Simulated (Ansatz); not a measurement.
A (001) slab of Co (P6_3/mmc (No. 194)), 6 planes, outer planes Co (top) and Co (bottom), with 6 atoms (Co6) in a surface cell of A = 5.226 Å², as cut from the bulk:

```
Co
1.0
     2.45642    0.00000    0.00000
    -1.22821    2.12732    0.00000
     0.00000    0.00000   24.92353
Co
6
Direct
  0.66667 0.33333 0.30092
  0.33333 0.66667 0.38055
  0.66667 0.33333 0.46018
  0.33333 0.66667 0.53982
  0.66667 0.33333 0.61945
  0.33333 0.66667 0.69908
```

The calculation used Ansatz 0.2.0, DFT PBEsol, scalar-relativistic, plane waves, PAW. Settings: cutoff 420 eV, Γ-centred mesh 15×15×1 on the computed 6-atom cell, Gaussian smearing of 0.10 eV; collinear spin from starting moments 1.8 1.8 1.8 1.8 1.8 1.8 μB.

Against the same 6 atoms in the bulk, the slab as cut lies 1.685 eV higher and the relaxed slab 1.655 eV higher.

Q: Work out the surface energy before and after relaxation.

A: The slab has two faces, so γ = (E_slab − N·E_bulk)/(2A), the mean of both. As cut: 1.685/(2 × 5.226) = 0.1612 eV/Å², and 1 eV/Å² = 16.02 J/m², so γ = 2.58 J/m². Relaxed: 1.655/(2 × 5.226) = 0.1583 eV/Å² = 2.54 J/m². Relaxation recovers 1.8 % of the cost of cutting.

Q: What is the ideal work of this cut, per area?

A: Griffith's ideal work is 2γ: 5.17 J/m² if the new faces stay rigid, 5.07 J/m² if they relax. One thickness was run, 6 planes, so γ can still shift with it.